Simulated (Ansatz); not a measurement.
Ir:
```
CELL_PARAMETERS angstrom
     -1.54402     1.54402     1.54402
      1.54402    -1.54402     1.54402
      1.54402     1.54402    -1.54402
ATOMIC_POSITIONS crystal
  Ir 0.00000 0.00000 0.00000
```

Relaxed with r²SCAN.

Task: Map the electron localisation function on the plane through (0.000, 0.000, 0.000) spanned by u = [1, 1, 0] and v = [1, -1, 0] in lattice vectors, from r²SCAN in the plane-wave PAW code Ansatz.

Result: x is the fraction of u, y of v (the angle between them is 90°; rows are the nearest grid lines); atoms in the plane: Ir at (0.00, 0.00), Ir at (0.50, 0.50).
```
|-+%@%-     -%@%+-|
|+*%@#-     -#@%*+|
|%%%#=.     .=#%%%|
|%%#=:       :=#%%|
|++-:...   ...:-++|
|....::.   .::....|
|  .::.......::.  |
|  ...:-+++-:...  |
|    :=#%%%#=:    |
|   .=#%%%%%#=.   |
|   -#@%*+*%@#-   |
|   -%@%+-+%@%-   |
|   -#@%*+*%@#-   |
|   .=#%%%%%#=.   |
|    :=#%%%#=:    |
|  ...:-+++-:...  |
|  .::.......::.  |
|....::.   .::....|
|++-:...   ...:-++|
|%%#=:       :=#%%|
|%%%#=.     .=#%%%|
|+*%@#-     -#@%*+|
|-+%@%-     -%@%+-|
```
Scale: ten equal steps from 0.237 (start of ' ') to 0.621 (end of '@'), in the order ' .:-=+*#%@'; x runs from 0.000 to 1.00, y from 0.000 (bottom) to 1.00 (top).

The density is the valence pseudo-density with augmentation charge, so density and ELF within about 1 Å of a nucleus are not all-electron values.

Space group Im-3m (bcc (W type)). The start of the workflow was typed in or built on a structure type; neither database checked (COD, Materials Project) lists it. It is not the phase usual at ambient conditions (space group No. 225). Symmetry was held in the r²SCAN relaxation. At this level the phase is mechanically unstable. The run is not spin-polarised. Spin–orbit coupling is left out wherever it is not named.

Potentials: the earlier of the program's two PAW sets.
